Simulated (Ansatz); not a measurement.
W (bcc, W type)

```xyz
2
Lattice="-3.1837 3.1837 3.1837 1.5918 -1.5918 1.5918 1.5918 1.5918 -1.5918" Properties=species:S:1:pos:R:3 pbc="T T T"
W      0.0000     0.0000     0.0000
W     -1.5918     1.5918     1.5918
```

Scan: atom 2 (W, nearest neighbour W at 2.757 Å; its periodic images, 2.8 Å or more away, move with it) is displaced along Cartesian x, direction (1.000, 0.000, 0.000) in Cartesian axes, by s. The other atoms stay.

Level of theory: PBE (plane waves to 420 eV, PAW, scalar-relativistic; Ansatz, a first-principles code). k mesh 8×16×16 (Γ-centred), Fermi-Dirac smearing 0.05 eV. Energies are smeared free energies. Compression counts positive. With partly filled bands, energies and forces of such displacements shift with the k mesh and the smearing. F∥ is the force on the atom along that direction. On this mesh the relaxed cell isn't quite at rest: it carries a pressure of -0.2 GPa (compression positive) at the zero of the scan. Spin-orbit coupling is left out, though W is heavy. The PAW data are Ansatz's earlier set. W is run without spin polarisation. W was relaxed with its symmetry unable to fall. The zero of ΔE is the undisplaced structure.

| s (Å) | P (GPa) | F∥ (eV/Å) | ΔE (eV/cell) |
|---|---|---|---|
| -0.280 | 4.2 | 1.905 | 0.249 |
| -0.224 | 2.8 | 1.482 | … |
| -0.168 | 1.5 | 1.050 | 0.084 |
| -0.112 | 0.6 | … | 0.036 |
| -0.056 | 0.0 | 0.317 | 0.009 |
| 0.000 | -0.2 | 0.000 | 0.000 |
| 0.056 | 0.0 | -0.317 | 0.009 |
| 0.112 | 0.6 | … | 0.036 |
| 0.168 | 1.5 | -1.050 | 0.084 |
| 0.224 | 2.8 | -1.482 | … |
| 0.280 | 4.2 | -1.905 | 0.249 |

Task: Fill in the missing entries.

Result: 
- -0.224, ΔE (eV/cell): 0.155
- -0.112, F∥ (eV/Å): 0.665
- 0.112, F∥ (eV/Å): -0.665
- 0.224, ΔE (eV/cell): 0.155

(A displaced cell: forces are minus the slopes of the energy, force constants its curvatures, and phonons follow from these.)
